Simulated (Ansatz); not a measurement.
ZnSe:
```cif
data_Se4Zn4
_chemical_formula_sum 'Zn4 Se4'
_space_group_name_H-M_alt 'F-43m'
_space_group_IT_number 216
_space_group_name_Hall 'F -4 2 3'
_cell_length_a 5.66599
_cell_length_b 5.66599
_cell_length_c 5.66599
_cell_angle_alpha 90.000
_cell_angle_beta 90.000
_cell_angle_gamma 90.000
loop_
_atom_site_label
_atom_site_type_symbol
_atom_site_symmetry_multiplicity
_atom_site_Wyckoff_symbol
_atom_site_fract_x
_atom_site_fract_y
_atom_site_fract_z
_atom_site_occupancy
Zn1 Zn 4 a 0.00000 0.00000 0.00000 1
Se1 Se 4 d 0.75000 0.75000 0.75000 1
```
(The calculation used a cell of 2 atoms; values per cell refer to that cell.)

Relaxed with r²SCAN.

Q: Give the optical modes at the zone centre with their infrared and Raman activity from DFPT, r²SCAN in the plane-wave PAW code Ansatz.

A: Transverse frequencies, without the LO–TO term; a row sums one degenerate level.

| ω (cm⁻¹) | degeneracy | IR ((D/Å)²/amu) | Raman (Å⁴/amu) | activity | symmetry |
|---|---|---|---|---|---|
| 204 | 3 | 8.17 | 1.0 | IR+Raman | T2 |

Q: How high does the top mode go among those that the LO–TO term moves?

A: 248 cm⁻¹ for q along x.

Symmetry was held in the r²SCAN relaxation; phonons on a q-mesh show no instability.

Potentials: the earlier of the program's two PAW sets.
